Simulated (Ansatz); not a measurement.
The slice is one period of a {100} plane through atoms; its size isn't given.

The numbers are results of PBE (plane waves to 420 eV, PAW, scalar-relativistic; Ansatz, an electronic-structure program), not measurements. Inside the PAW spheres the values are not all-electron values, and peaks at nuclei hang on which shells count as valence.

```
|@@@@@@%%%%**++--::::..::::--++**%%%%@@@@|
|@@@@@@%%##**==--::::..::::--==**##%%@@@@|
|%%%%%%####++==--::......::--==++####%%%%|
|%%%%####**==--::..........::--==**####%%|
|##****++==----::....  ....::----==++****|
|++++====----::....      ....::----====++|
|--------::::....          ....::::------|
|::::::::......              ......::::::|
|::::::......                  ......::::|
|::........                      ........|
|::::::......                  ......::::|
|::::::::......              ......::::::|
|--------::::....          ....::::------|
|++++====----::....      ....::----====++|
|##****++==----::....  ....::----==++****|
|%%%%####**==--::..........::--==**####%%|
|%%%%%%####++==--::......::--==++####%%%%|
|@@@@@@%%##**==--::::..::::--==**##%%@@@@|
|@@@@@@%%%%**++--::::..::::--++**%%%%@@@@|
|@@@@@@%%%%##++--::::::::::--++##%%%%@@@@|
```
Scale: ten equal steps from -1.03 (start of ' ') to 1.18 (end of '@'), in the order ' .:-=+*#%@'. Values: log₁₀ of the valence density in e/Å³. The map has 20 points along u (two characters each, u = 0 at the left) and 20 along v (v = 0 in the bottom row). The scale is logarithmic, as a density can span decades between atoms and voids.

```
|xxxxxxxx@@%%**==::::..::::==**%%@@xxxxxx|
|xxxxxx@@@@##**==::::..::::==**##@@@@xxxx|
|xxxx@@@@%%##++--::......::--++##%%@@@@xx|
|@@@@@@%%##**==--::......::--==**##%%@@@@|
|%%%%####**==--::..........::--==**####%%|
|******++==--::::....  ....::::--==++****|
|======----::::....      ....::::----====|
|--::::::::......          ......::::::::|
|::::::........              ........::::|
|::..........                  ..........|
|::::::........              ........::::|
|--::::::::......          ......::::::::|
|======----::::....      ....::::----====|
|******++==--::::....  ....::::--==++****|
|%%%%####**==--::..........::--==**####%%|
|@@@@@@%%##**==--::......::--==**##%%@@@@|
|xxxx@@@@%%##++--::......::--++##%%@@@@xx|
|xxxxxx@@@@##**==::::..::::==**##@@@@xxxx|
|xxxxxxxx@@%%**==::::..::::==**%%@@xxxxxx|
|xxxxxxxx@@%%**==--::::::--==**%%@@xxxxxx|
```
Scale: ten equal steps from 0.10 (start of ' ') to 0.59 (end of '@'), in the order ' .:-=+*#%@'. Values: electron localisation function (ELF). The map has 20 points along u (two characters each, u = 0 at the left) and 20 along v (v = 0 in the bottom row). Points within 0.5 Å of a nucleus are blanked (x), as the pseudised field means little there.

Task: Which relaxed crystal do these maps come from?
(A) Au (fcc, Cu type)
(B) Ni (fcc, Cu type)
(C) Pd (fcc, Cu type)

Result: A, Au (fcc, Cu type). Atoms on the slice: Au at (0.00, 0.00)

All were relaxed with their symmetry unable to fall. Pd is run without spin polarisation. Relaxed Ni ends ferromagnetic. Spin-orbit coupling is left out. The magnetic order is the one the run started from; other orders were not tried. (This holds for the magnetic or f-shell members.)
